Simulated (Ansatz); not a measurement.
HfO₂:
```xyz
6
Lattice="3.5768 0.0000 0.0000 0.0000 3.5768 0.0000 0.0000 0.0000 5.2027" Properties=species:S:1:pos:R:3 pbc="T T T"
Hf     0.0000     0.0000     0.0000
Hf     1.7884     1.7884     2.6013
O      0.0000     1.7884     1.0205
O      0.0000     1.7884     3.6218
O      1.7884     0.0000     1.5808
O      1.7884     0.0000     4.1821
```

Relaxed with r²SCAN. Special points in fractions of this cell's reciprocal vectors: Γ (0.000, 0.000, 0.000); X (0.000, 0.500, 0.000); M (0.500, 0.500, 0.000); Z (0.000, 0.000, 0.500); R (0.000, 0.500, 0.500); A (0.500, 0.500, 0.500).

Problem. List the band energies nearest the valence-band maximum at these points for DFT-r²SCAN with spin–orbit coupling in the program Ansatz with PAW potentials.

Solution. In eV from the valence-band maximum; about four levels below and three above (degenerate sets whole), none deeper than 8.9 eV; points with the same levels are listed once.

```csv
k,below,above
Γ,-0.07 -0.07 -0.07 -0.07,5.27 5.27 5.29 5.29
X,-0.15 -0.15 -0.15 -0.15,5.62 5.62 5.62 5.62
M,-0.50 -0.50 -0.50 -0.50,6.28 6.28 6.28 6.28
Z,0.00 0.00 0.00 0.00,5.92 5.92 5.92 5.92
R,-0.93 -0.93 -0.93 -0.93,5.73 5.73 5.73 5.73
A,-0.02 -0.02 -0.02 -0.02,6.41 6.41 6.41 6.41
```

Space group P4_2/nmc. This is a known high-temperature phase of the composition, computed here at zero pressure and temperature. The cell was relaxed with r²SCAN under the symmetry of its start; whether a distortion lowers the energy is not shown. The run is not spin-polarised.

Potentials: the later of the program's two PAW sets.
